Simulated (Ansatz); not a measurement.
Data:

Y:
```yaml
crystal:
  lattice:
    - [0.00000, 3.45652, 3.45652]
    - [3.45652, 0.00000, 3.45652]
    - [3.45652, 3.45652, 0.00000]
  atoms:
    - { symbol: Y, position: [0.00000, 0.00000, 0.00000] }
    - { symbol: Y, position: [0.25000, 0.25000, 0.25000] }
```

This is the r²SCAN-relaxed structure.

Problem. All from plane-wave PAW r²SCAN (Ansatz code), unless another level is named. Predict the density of states at the Fermi level.

Solution. 1.9 states/eV per atom (mean over ±0.08 eV).

Problem. And the gap with spin–orbit coupling?

Solution. none (metallic).

Space group Fd-3m (diamond). The start of the workflow was typed in or built on a structure type; neither database checked (COD, Materials Project) lists it. It is not the phase usual at ambient conditions (space group No. 194). The cell was relaxed with r²SCAN under the symmetry of its start. At this level the phase is mechanically unstable. No spin polarisation was allowed. The volume moved by -21 % from the start of the relaxation. Spin–orbit coupling is left out wherever it is not named.

Potentials: the earlier of the program's two PAW sets.
